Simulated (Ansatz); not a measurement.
TaC in space group P-6m2 (No. 187; Ta on 1e, C on 1b), LDA in the plane-wave PAW code Ansatz, all energies at zero smearing, with the estimated change up to a 700 eV cutoff added, with one set of potentials and settings (totals compare only within such a set). Cell of 2 atoms (1 Ta, 1 C): -9926.117 eV.

```csv
element,reference phase,E (eV/atom)
Ta,"Im-3m, 1 atoms in the cell",-9682.6136
C,"Fd-3m, 2 atoms in the cell",-242.9976
```

Formation energy per atom, worked out: (-9926.117 − 1×(-9682.6136) − 1×(-242.9976))/2 = -0.253 eV/atom (-24 kJ per mol of atoms), at 0 K, without zero-point energy or fitted corrections.

The first step of the workflow began from a Materials Project structure, measured or hypothetical; the Crystallography Open Database copy checked does not list it. It is not the phase usual at ambient conditions (space group No. 225). The cell was relaxed with LDA under the symmetry of its start; of distortions, only those at the zone centre were tested. The run is not spin-polarised. The references are the lowest solids computed at this level, not always the standard phases. Spin–orbit coupling is left out wherever it is not named.

Potentials: the later of the program's two PAW sets.
